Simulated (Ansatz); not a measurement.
The cell below belongs to a search over invented structures; it isn't taken from experiment.

Input and command of a plane-wave DFT calculation in Ansatz:

```yaml
crystal:
  lattice:
    - [4.4828960379, 0.0, 0.0]
    - [-2.2414480189, 3.8823018513, 0.0]
    - [0.0, 0.0, 2.9123790943]
  atoms:
    - { symbol: H, position: [0.9076859899, 0.6424939283, 0.75] }
    - { symbol: H, position: [0.7348079384, 0.0923140101, 0.75] }
    - { symbol: H, position: [0.3575060717, 0.2651920616, 0.75] }
    - { symbol: H, position: [0.0923140101, 0.3575060717, 0.25] }
    - { symbol: H, position: [0.2651920616, 0.9076859899, 0.25] }
    - { symbol: H, position: [0.6424939283, 0.7348079384, 0.25] }
    - { symbol: Mo, position: [0.3333333333, 0.6666666667, 0.75] }
    - { symbol: Mo, position: [0.6666666667, 0.3333333333, 0.25] }
basis:
  ecutwfc: 420
kpoints:
  mp_grid: { grid: [12, 12, 10] }
hamiltonian:
  xc: pbe
scf:
  occupations: { method: gaussian, width: 0.1 }
output:
  forces: true
  stress: true
  eigenvalues: true
relax:
  adjacent_minimum: "off"
  f_tol: 0.01
  max_steps: 30
  cell: { stress_tol: 0.1, fix: [volume] }
```

```bash
ansatz run input.yaml --threads 1 --pin off --max-ram 2560MiB --backend cpu --events-out ev --progress --plain --runs-dir out
```

Processor: Arm Neoverse V2, 1 thread, on a host shared with other jobs.

Question: Estimate time, memory and problem size.

Answer: About 62 s, peak memory 0.43 GiB. It solves 25 bands at 156 k points (after reduction by symmetry) with about 987 plane waves, in 37 SCF iterations over 6 ionic steps.
